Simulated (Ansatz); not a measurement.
Data sheet: SiMo₂C (DFT)

SiMo$_{2}$C:
```
CELL_PARAMETERS angstrom
      3.10268     0.00000     0.00000
     -1.55134     2.68700     0.00000
      0.00000     0.00000    12.39431
ATOMIC_POSITIONS crystal
  Si 0.66667 0.33333 0.25000
  Si 0.33333 0.66667 0.75000
  Mo 0.66667 0.33333 0.90696
  Mo 0.33333 0.66667 0.09304
  Mo 0.33333 0.66667 0.40696
  Mo 0.66667 0.33333 0.59304
  C  0.00000 0.00000 0.00000
  C  0.00000 0.00000 0.50000
```

Space group P6_3/mmc (No. 194); conventional cell a = 3.1027 Å, b = 3.1027 Å, c = 12.3943 Å, α = 90.00°, β = 90.00°, γ = 120.00°.

Method: PBE in the plane-wave PAW code Ansatz. The cell and atoms are relaxed at this level. Other levels are named where they apply.

### Cell and energy

| Item | Result |
|---|---|
| Volume per atom | 12.92 Å³ |
| Density | 7.46 g/cm³ |
| Formation energy from the elements (no fitted shifts) | -0.13 eV/atom |

### Electronic structure

| Quantity | Value |
|---|---|
| Electronic character | metallic (no gap) |
| Density of states at the Fermi level | 0.63 states/eV per atom (mean over ±0.08 eV) |
| Gap with spin–orbit coupling | none (metallic) |

### Mechanics

| Quantity | Value |
|---|---|
| Bulk modulus (Birch–Murnaghan fit) | 222 GPa |
| Pressure derivative B′ | 4.2 |

The start of the workflow was typed in or built on a structure type; neither database checked (COD, Materials Project) lists it. Whether it is the stable phase at ambient conditions was not checked. Symmetry was held in the PBE relaxation; its stability against distortions is not shown here. No spin polarisation was allowed. The references are the lowest solids computed at this level, not always the standard phases. Scalar-relativistic: spin–orbit coupling is off unless named, which matters more the heavier the elements.

Potentials: the earlier of the program's two PAW sets.
